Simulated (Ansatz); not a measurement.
## Sc2BSb3: rattling a relaxed structure

It was reached by relaxing an invented guess, and it needn't be the stable form of this composition.

Method: Ansatz, DFT PBE, scalar-relativistic, plane waves, PAW. Plane waves to 420 eV, a k mesh through Γ of 6×6×6 on the computed 12-atom cell and Gaussian smearing (0.10 eV); no spin polarisation.

The cell below (12 atoms, space group Cmc2_1 (No. 36)) is relaxed within its symmetry.

```cif
data_structure
_symmetry_space_group_name_H-M 'P 1'
_symmetry_Int_Tables_number 1
_cell_length_a 8.3147
_cell_length_b 8.3147
_cell_length_c 5.9502
_cell_angle_alpha 90.000
_cell_angle_beta 90.000
_cell_angle_gamma 42.461
_cell_volume 277.70
loop_
_atom_site_label
_atom_site_type_symbol
_atom_site_fract_x
_atom_site_fract_y
_atom_site_fract_z
_atom_site_occupancy
Sc1 Sc 0.93557 0.43332 0.92368 1
Sc2 Sc 0.43332 0.93557 0.42368 1
Sc3 Sc 0.06443 0.56668 0.42368 1
Sc4 Sc 0.56668 0.06443 0.92368 1
B1 B 0.14667 0.85333 0.05041 1
B2 B 0.85333 0.14667 0.55041 1
Sb1 Sb 0.13105 0.60295 0.91846 1
Sb2 Sb 0.39705 0.86895 0.91846 1
Sb3 Sb 0.78371 0.21629 0.93231 1
Sb4 Sb 0.60295 0.13105 0.41846 1
Sb5 Sb 0.86895 0.39705 0.41846 1
Sb6 Sb 0.21629 0.78371 0.43231 1
```

For the test it was strained at random (σ = 1.5 % a component), the atoms were moved at random (σ = 0.10 Å), and all was relaxed again on a coarse 4×4×4 mesh (in the run’s order of axes) with 0.20 eV smearing, with no symmetry imposed.

Spin–orbit coupling, which can matter for Sb, is left out.

Q: Does it come back?

A: It returns, within 1 meV/atom of the unmoved cell on that mesh and with the same symmetry when read at 0.1 Å (P1 at 0.01 Å, so small strains and shifts remain). So it is stable against the distortions that fit this cell and that this random move excites. Modes that don't fit the cell aren't tested.
